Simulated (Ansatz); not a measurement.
The relaxed structure here is a generated cell of BeS: the first start was made by placing the elements on the sites of a structure type, and the end was not matched to a known phase here, so it may be hypothetical.

One stationary structure of BeS. Space group P6₃mc (No. 186), wurtzite type. Method: PBEsol (plane waves to 420 eV, PAW, scalar-relativistic; Ansatz, a quantum-chemistry and plane-wave program).

```xyz
4
Lattice="3.4120 0.0000 0.0000 -1.7060 2.9549 0.0000 0.0000 0.0000 5.6245" Properties=species:S:1:pos:R:3 pbc="T T T"
Be     1.7060     0.9850     3.1314
Be     0.0000     1.9699     0.3191
S      0.0000     1.9699     3.8403
S      1.7060     0.9850     1.0281
```

```json
{
  "volume_per_atom": "14.18 Å³",
  "band_gap": "3.44 eV, indirect (valence top at Γ, conduction bottom at K) (no spin-orbit coupling)",
  "smallest_direct_gap": "5.01 eV at M",
  "shortest_distances": "Be–S 2.09 Å; Be–Be 3.41 Å; S–S 3.41 Å",
  "k-mesh": "11×11×6"
}
```

No spin polarisation in the result.

It was reached from a disturbed copy of a P4₂/mmc (No. 131) cell, against which it lies -0.78 eV/atom.
